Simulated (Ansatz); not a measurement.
Data:

Relaxed InP (zinc blende):

```xyz
2
Lattice="0.0000 2.9798 2.9798 2.9798 0.0000 2.9798 2.9798 2.9798 0.0000" Properties=species:S:1:pos:R:3 pbc="T T T"
P      4.4696     4.4696     4.4696
In     0.0000     0.0000     0.0000
```

In this cell atom 2 (In, nearest neighbour P at 2.581 Å; its periodic images, 4.2 Å or more away, move with it) is moved by s along Cartesian z, unit vector (0.000, 0.000, 1.000); all other atoms and the cell stay fixed.

Calculation: PBE (plane waves to 420 eV, PAW, scalar-relativistic; Ansatz, a quantum-chemistry and plane-wave program). k mesh 8×8×8 (Γ-centred), Fermi-Dirac smearing 0.05 eV. The energy includes the smearing's −TS. InP was relaxed with its symmetry unable to fall. The zero of ΔE is the undisplaced structure.

The scan covers s from -0.520 to 0.520 Å in 11 points.

**Question.** Is this a single well or a double well?

**Answer.** A single well with its minimum at or next to zero displacement.

**Question.** Is the energy the same for equal positive and negative displacements?

**Answer.** Even: the same for both signs. With its periodic images moving along, the atom's site symmetry in this cell is -43m.

**Question.** What force acts on the atom along the line at s = -0.520 Å?

**Answer.** 3.06 eV/Å.

**Question.** What is the force constant k = d²E/ds² of this move at s = 0?

**Answer.** 7.24 eV/Å².

**Question.** With two atoms in the cell this is the zone-centre optical mode. What wavenumber follows (transverse: no LO-TO term)?

**Answer.** 284 cm⁻¹.

(For displaced atoms, the force is minus the slope of the energy, and its curvature is a force constant, which sets phonon frequencies.)
